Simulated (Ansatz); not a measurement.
BAs:
```xyz
6
Lattice="3.4469 0.0000 0.0000 -1.7235 2.9851 0.0000 0.0000 0.0000 7.4594" Properties=species:S:1:pos:R:3 pbc="T T T"
B     -0.8617     1.4926     2.4865
B      0.8617     1.4926     4.9729
B      1.7235     0.0000     0.0000
As    -0.8617     1.4926     6.2162
As     0.8617     1.4926     1.2432
As     1.7235     0.0000     3.7297
```

Relaxed with r²SCAN.

Question: Give the Bader charges and basin volumes of the independent atoms, the program Ansatz at the r²SCAN level (PAW).

Answer: 

```csv
atom,Bader charge (e),Bader volume (Å³)
B1,+0.15,8.7
As4,-0.15,16.9
```

Space group P6_422. The start of the workflow was typed in or built on a structure type; neither database checked (COD, Materials Project) lists it. It is not the phase usual at ambient conditions (space group No. 216). The r²SCAN relaxation kept the symmetry of its start; whether a distortion lowers the energy is not shown.

Potentials: the later of the program's two PAW sets.
